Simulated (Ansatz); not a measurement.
# Stationary points along a deformation path in Ag

Computed with DFT LDA, scalar-relativistic, plane waves, PAW in Ansatz 0.2.0. Cutoff 420 eV, Γ-centred 22×22×22 k-points, Gaussian smearing of 0.15 eV. No spin polarisation. Energies are free energies at this smearing, counted from the undisturbed cell; pressure is positive in compression.

Zero of the scan (as given, not relaxed at this level; it stands at -11.4 GPa; this bcc form isn't the usual structure):

```
Ag
1.0
    -1.65565    1.65565    1.65565
     1.65565   -1.65565    1.65565
     1.65565    1.65565   -1.65565
Ag
1
Direct
  0.00000 0.00000 0.00000
```

At fixed volume and fractional coordinates, lengths along (0.000, 0.000, 1.000) are scaled against those across it; ρ is that ratio over its starting value. V = 18.154 Å³/atom. Δσ is the stress along the axis less the mean stress across it (compression positive).

```csv
ρ,ΔE (meV/atom),Δσ (GPa),space group
0.650,251.9,37.61,I4/mmm
0.707,84.2,17.65,I4/mmm
0.780,8.1,4.50,I4/mmm
0.850,-5.9,0.04,I4/mmm
0.920,-3.2,-0.58,I4/mmm
0.960,-1.1,-0.62,I4/mmm
1.000,0.0,0.00,Im-3m
1.050,-1.2,0.67,I4/mmm
1.100,-4.9,1.34,I4/mmm
1.200,-15.5,1.74,I4/mmm
1.300,-26.1,1.60,I4/mmm
1.414,-32.5,0.00,Fm-3m
1.500,-28.0,-2.12,I4/mmm
```

Task: How does the stress give the slope of the energy, and where is the energy stationary?

Result: Along the path d ln(length) is 2/3 d ln ρ on the axis and −1/3 d ln ρ across it, so dE/d ln ρ = −(2/3) V Δσ: the energy falls with ρ where Δσ is positive. Δσ vanishes or changes sign between ρ = 0.850 and 0.920, a minimum (near 0.85 by linear interpolation); at ρ = 1.000 (Im-3m), a maximum at 0.0 meV/atom; at ρ = 1.414 (Fm-3m), a minimum at -32.5 meV/atom. Pairs of stationary points between two samples would go unseen, and could change a minimum read from distant neighbours into a maximum. At ρ = 1.000, 1.414 the cell is cubic, where symmetry alone makes the stress isotropic and the slope zero.

Task: Which shear constant sets the curvature at ρ = 1?

Result: For a cubic crystal E/V = (2/3) C (ln ρ)² with C = C′ = (C11 − C12)/2, so Δσ = −2C ln ρ. The parabola of Δσ against ln ρ through ρ = 0.960, 1 and 1.050 gives C ≈ -7.2 GPa with the ions clamped, rough because the steps are large. It is the stress–strain coefficient at this cell's pressure of -11.4 GPa, not the zero-pressure constant. It is negative, so the cubic cell is unstable to this shear.

Task: Integrate that slope from ρ = 1 to 0.850 by the trapezoid rule.

Result: With V/N in Å³ and 1 eV/Å³ = 160.2 GPa the slopes at ρ = 1.000, 0.960, 0.920, 0.850 are 0, 47, 44, -3 meV/atom per unit of ln ρ. The steps add (-1.0) + (-1.9) + (-1.6) = -4.5 meV/atom, against -5.9 from the energies; the trapezoid rule misses the curvature of the slope within each step.

Task: Is the start the lowest point of the path?

Result: No: ρ = 1.414 lies 32.5 meV/atom lower, with no sampled rise above the start on the way. Volume and inner coordinates are held, so a relaxed structure there would lie lower still.

In a metal these slopes depend on the k mesh and the smearing.

Cost: 13 runs of about 1.7 core-minutes in all, on AMD EPYC 7R43 (Zen 3) (shared hosts).